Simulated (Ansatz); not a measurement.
input.yaml (Ansatz)

```yaml
crystal:
  lattice:
    - [1.8844875098, 0.0, 0.0]
    - [0.0, 1.8844875098, 0.0]
    - [0.0, 0.0, 1.8844875098]
  atoms:
    - { symbol: B, position: [0.0, 0.0, 0.0] }
hamiltonian:
  xc: r2scan
  pseudopotentials:
    kind: paw
    azcp:
      B: "pseudopotentials/B.paw.azcp"
basis:
  ecutwfc: 500
  fft_grid_basis: typed
kpoints:
  mp_grid: { grid: [19, 19, 19], shift: [0, 0, 0] }
magnetization:
  spin_polarized: false
scf:
  occupations: { method: fermi_dirac, width: 0.1 }
  lower_state_search: "off"
output:
  stress: true
  write_density: true
  write_potential: true
  elf: true
  volumetric_format: npy
```

Output

```
Engine: ansatz 0.2.0, x86_64-unknown-linux-gnu
Pseudopotentials: kind: paw
Pseudopotential: B, paw, valence charge 3, recommended cutoff 500 eV (meta_gga) 
Functional definition: r2SCAN
  parameter k0 = 0.174
  parameter k1 = 0.065
  parameter a1 = 4.9479
  exchange = r2scan_x(k0 = k0, k1 = k1, a1 = a1)
  correlation = r2scan_c
Crystal: 1 atoms, lattice volume = 6.692 Å³
Basis set: ecut = 500 eV, 171 PW (Γ), exchange–correlation on 60×60×60 points (64 copies of the dense FFT grid, shifted against one another)
Bands: 6, of which v1, the nominal top of the filled ones, is band 2 counted from 1 (1 counted from 0)
Symmetry: 48 space group operations
Space group: Pm-3m (ITA 221), of the structure as read, at distance tolerance 1.9e-5 Å
k-points: 220 of 6859
Non-local potential: B, projectors of the file, l = 0: 2, l = 1: 2, l = 2: 1
PAW form: soft (Blöchl's): semilocal exchange-correlation on the pseudo side does not see the compensation charge
PAW frozen core: B, regenerated for the run's functional (the file was generated under x = pbe(κ = 0.804, μ = 0.2195149727645171), c = pbe(β = 0.06672455060314922))
PAW one-centre angular grid: B, 302 points (default); XC on 160 Gauss nodes
Initial density: superposition of atomic densities (neutral atoms: chi_scale 0, normalization atom), corrected by the library's trained network
Initial wavefunctions: pseudopotential atomic-orbital guess
Functional: x = r2scan, c = r2scan; τ floored in thin density (d = 2e-4 eV/Å³)
SCF iter   1: F=-155.347959 eV  HF=-155.315405 eV  |F-HF|=3.26e-2  |Δ(HF+E_count)|=         —  Δρ=6.16e-3  dr2=1.13e-3  dr2_τ=7.63e-2  ethr=1.77e-3  ⟨swp⟩=5.0  Hψ=10389  notcnv=0
SCF iter   2: F=-155.350445 eV  HF=-155.349653 eV  |F-HF|=7.92e-4  |Δ(HF+E_count)|=   3.42e-2  Δρ=4.71e-3  dr2=6.21e-4  dr2_τ=1.31e-5  ethr=3.76e-5  ⟨swp⟩=2.0  Hψ=4341  notcnv=0  defer=59
SCF iter   3: F=-155.350545 eV  HF=-155.350470 eV  |F-HF|=7.48e-5  |Δ(HF+E_count)|=   8.17e-4  Δρ=1.69e-3  dr2=8.58e-5  dr2_τ=7.45e-6  ethr=2.07e-5  ⟨swp⟩=2.0  Hψ=1988  notcnv=0  defer=59
SCF iter   4: F=-155.350553 eV  HF=-155.350551 eV  |F-HF|=1.65e-6  |Δ(HF+E_count)|=   8.07e-5  Δρ=3.14e-4  dr2=3.17e-6  dr2_τ=6.42e-8  ethr=2.86e-6  ⟨swp⟩=1.9  Hψ=1585  notcnv=0  defer=59
iter 5 did not close the SCF: its close was put off for the readings that it lacked (scf_convergence_deferred on its scf_iter line)
SCF iter   5: F=-155.350553 eV  HF=-155.350553 eV  |F-HF|=2.22e-8  |Δ(HF+E_count)|=   1.78e-6  Δρ=1.39e-5  dr2=8.53e-9  dr2_τ=1.09e-9  ethr=1.06e-7  ⟨swp⟩=1.9  Hψ=1602  notcnv=0  defer=59
SCF iter   6: F=-155.350553 eV  HF=-155.350553 eV  |F-HF|=5.96e-9  |Δ(HF+E_count)|=   1.90e-8  Δρ=1.13e-5  dr2=3.34e-9  dr2_τ=1.56e-10  ethr=2.84e-10  ⟨swp⟩=5.2  Hψ=5605  notcnv=0
SCF 1 converged in 6 iterations: F = -155.350553 eV  dr2 = 3.34e-9
SCF converged after 6 iterations
Free energy (F): -155.350553 eV
Harris-Foulkes:  -155.350553 eV  (|F-HF|=5.96e-9)
Internal energy: -155.341403 eV  (E = F + TS)
E sigma→0 (E₀):  -155.345978 eV
Entropy (-TS):   -0.009150 eV (-9.150 meV/atom)
Fermi energy:    10.540832 eV
--- Per-component energies (eV) ---
  E_band       = 12.620184
  E_kinetic    = 46.565009
  E_local      = -6.519373  (includes V_loc(G=0)·N_el)
  E_nonlocal   = 11.976934
  E_hartree    = 0.970669
  E_xc         = -30.827775
  E_vxc        = -40.679533  (∫ρ·V_xc dr)
  E_paw        = -79.927494  (= ΣΔE_a)
  E_vpaw       = -2.701730  (= ΣTr[D̂ρ^β])
  E_aug_tail   = -0.000002  (compensation charges beyond the density's cutoff)
  E_vtau       = 2.037546  (kinetic-family band-sum trace: ∫τ·v_τ [+ j·A + Jᵃ·Aᵃ] dr)
  E_ewald      = -97.560928
  E_core_change = -0.018442  (= ΣΔE_core)
  E_smearing   = -0.009150  (= −TS)
  E_closure    = 0.000000  (closes the sum)
  Σ components = -155.350553   (vs F -155.350553, Δ=0.00e0)
--- Stress (GPa, compression-positive) ---
        0.243141      -0.000000       0.000000
       -0.000000       0.243141       0.000000
        0.000000       0.000000       0.243141
  P = ⅓ Tr σ = 0.2431 GPa (2.431 kbar)
--- Band table (eV; the first three rows and the last of 220) ---
  k-point 0: bands = ["-6.3569", "25.1704", "25.1704", "25.1704", "35.4943", "35.4943"]
  k-point 1: bands = ["-6.2563", "24.0604", "25.2558", "25.2558", "35.6103", "36.7108"]
  k-point 2: bands = ["-5.9545", "21.6268", "25.5086", "25.5086", "35.9571", "39.4143"]
  k-point 219: bands = ["13.8820", "14.2472", "14.2472", "27.4732", "27.8397", "27.8397"]
```

Launched by

```sh
ansatz run input.yaml --threads 1 --pin off --max-ram 3584MiB --backend cpu --events-out ev --progress --plain --runs-dir out
```

On 1 thread of Intel(R) Xeon(R) Platinum 8259CL CPU @ 2.50GHz (Skylake/Cascade Lake) (shared host) this took about 3.5 s of wall time and 3.5 s of CPU time.
